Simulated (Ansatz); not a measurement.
BP (wurtzite, P6_3mc), r²SCAN (plane waves, PAW; program Ansatz). The conduction-band minimum lies at K, with 2 equivalent valleys. Second derivatives d²E/dk² of the lowest band at one valley (eV·Å²), along Cartesian directions:

```json
[
 {"direction": "[100]", "d²E/dk²": "18.04"},
 {"direction": "[010]", "d²E/dk²": "18.04"},
 {"direction": "[001]", "d²E/dk²": "31.55"},
 {"direction": "[110]", "d²E/dk²": "18.04"},
 {"direction": "[101]", "d²E/dk²": "24.80"},
 {"direction": "[011]", "d²E/dk²": "24.80"}
]
```

Problem. Find the principal effective masses, the density-of-states mass and the conductivity mass.

Solution. Off-diagonal terms follow from H_xy = H[110] − (H_xx + H_yy)/2, and m*/mₑ = 7.620 eV·Å² over each eigenvalue: 0.24, 0.42, 0.42. One valley's DOS mass (m₁m₂m₃)^(1/3) = 0.35, conductivity mass 3/(Σ 1/mᵢ) = 0.34 mₑ.

Problem. What effective density of states Nc follows at 300 K for parabolic valleys?

Solution. Nc = 2.509e19 × 2 × (0.35)^(3/2) ≈ 1.0e19 cm⁻³.

The workflow started from a Materials Project entry (that database holds measured and hypothetical structures alike); the Crystallography Open Database copy checked does not list it. It is not the phase usual at ambient conditions (space group No. 216). The r²SCAN relaxation kept the symmetry of its start; whether a distortion lowers the energy is not shown.

Potentials: the later of the program's two PAW sets.

Edges and masses are those of Kohn–Sham bands, whose gap is no quasiparticle gap.
